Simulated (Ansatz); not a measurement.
Relaxed-ion elastic tensor of LaTiO3 (cubic perovskite, space group No. 221) in GPa (Voigt order), PBEsol (plane waves, PAW; program Ansatz); density 6.54 g/cm³, 11.92 Å³ per atom.

```csv
,1,2,3,4,5,6
1,353,124,124,0.0,0.0,0.0
2,124,353,124,0.0,0.0,0.0
3,124,124,353,0.0,0.0,0.0
4,0.0,0.0,0.0,49.1,0.0,0.0
5,0.0,0.0,0.0,0.0,49.1,0.0
6,0.0,0.0,0.0,0.0,0.0,49.1
```

**Question.** Is the crystal mechanically stable?

**Answer.** Yes: the smallest eigenvalue of C is 49.1 GPa.

**Question.** Work out the Voigt, Reuss and Hill averages.

**Answer.** K_V = 200, K_R = 200, K_H = 200; G_V = 75.3, G_R = 63.7, G_H = 69.5 GPa.

**Question.** Give Young's modulus, Poisson's ratio, Pugh's ratio and the universal anisotropy index.

**Answer.** E = 9KG/(3K + G) = 187 GPa; ν = 0.34; K/G = 2.88 (ductile by the Pugh limit of 1.75); A_U = 5G_V/G_R + K_V/K_R − 6 = 0.91.

**Question.** Estimate the sound speeds and the Debye temperature.

**Answer.** v_l = √((K + 4G/3)/ρ) = 6690 m/s, v_t = √(G/ρ) = 3260 m/s, mean 3660 m/s; Θ = (h/k)(3n/4πV)^(1/3) v_m = 477 K.

**Question.** Give the Zener ratio and Young's modulus along [100], [110] and [111].

**Answer.** A = 2C44/(C11 − C12) = 0.43; 1/E = S11 − 2(S11 − S12 − S44/2)Γ with Γ = 0, 1/4, 1/3 gives 289, 157, 136 GPa.

**Question.** Solve the Christoffel equation for the three sound speeds along [100], [110], [111].

**Answer.** Eigenvalues of C_ijkl n_j n_l equal ρv². In km/s, slowest first: [100] 2.74, 2.74, 7.35; [110] 2.74, 4.18, 6.63; [111] 3.76, 3.76, 6.37.

Space group Pm-3m (cubic perovskite). The workflow started from an entry of the Crystallography Open Database (COD), which files this formula under 2 space groups. Whether it is the stable phase at ambient conditions was not checked. The cell was relaxed with PBEsol under the symmetry of its start; of distortions, only those at the zone centre were tested. No spin polarisation was allowed. Without spin polarisation and U, an open-shell compound can come out a false metal. As this level gives no gap, shear constants depend on the k-mesh and smearing (Fermi–Dirac, 0.1 eV here). Spin–orbit coupling is left out wherever it is not named.

Potentials: the later of the program's two PAW sets.
